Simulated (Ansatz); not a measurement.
Values for one crystal, relaxed and computed with plane-wave PAW r²SCAN (Ansatz code); other levels are named.

* **Volume per atom**: 25.00 Å³
* **Electronic character**: metallic (no gap)
* **Hill bulk and shear moduli**: 54.0 and 24.5 GPa
* **Young's modulus**: 63.8 GPa
* **Density of states at the Fermi level**: 2.1 states/eV per atom (mean over ±0.08 eV)
* **Poisson's ratio**: 0.30
* **Elastic constants (relaxed ions, GPa)**: C11 = 86.9, C12 = 45.9, C13 = 31.8, C33 = 93.9, C44 = 25.5

Q: Which compound is it?
(A) Re, dhcp (α-La type)
(B) Mg, fcc (Cu type)
(C) Sc, dhcp (α-La type)
(D) Y, 9R (Sm type)

A: C, Sc, dhcp (α-La type)

Space group P6_3/mmc (dhcp (α-La type)). The start of the workflow was typed in or built on a structure type. Its sites differ from those of the usual phase in this space group: another stacking or structure type. Symmetry was held in the r²SCAN relaxation; its stability against distortions is not shown here. No spin polarisation was allowed. As this level gives no gap, shear constants depend on the k-mesh and smearing (Fermi–Dirac, 0.1 eV here). On the denser mesh and wider smearing of the elastic run this cell carries a stress of 0.3 GPa.

Potentials: the later of the program's two PAW sets.
